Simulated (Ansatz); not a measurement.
Name crystals whose computed values (DFT-r²SCAN in the program Ansatz with PAW potentials) fall in these windows: highest Γ mode, no LO–TO term (cm⁻¹) 500 to 620; G_Hill (GPa) 88 to 120.



| crystal | highest Γ mode, no LO–TO term (cm⁻¹) | G_Hill (GPa) |
|---|---|---|
| BaTaO3, cubic perovskite | 551 | 100.0 |
| Ti2O3, corundum | 543 | 95.1 |
| Ti2SnC, P6_3/mmc (Ti on 4f, Sn on 2d, C on 2a) | 610 | 99.4 |
| Hf2SnC, P6_3/mmc (Hf on 4f, Sn on 2d, C on 2a) | 582 | 95.7 |
| Zr2AlN, P6_3/mmc (Zr on 4f, Al on 2d, N on 2a) | 513 | 104 |
Others may fit too.

Standing as an ambient phase not checked: BaTaO3, cubic perovskite; Ti2O3, corundum; Ti2SnC, P6_3/mmc (Ti on 4f, Sn on 2d, C on 2a); Hf2SnC, P6_3/mmc (Hf on 4f, Sn on 2d, C on 2a); Zr2AlN, P6_3/mmc (Zr on 4f, Al on 2d, N on 2a). All cells were relaxed under the symmetry of their starts (and spin orders); stability against distortions was not tested throughout. Rows with no word on spin ran without spin polarisation. Scalar-relativistic: spin–orbit coupling is off unless named, which matters more the heavier the elements.

Potentials: the later of the program's two PAW sets.
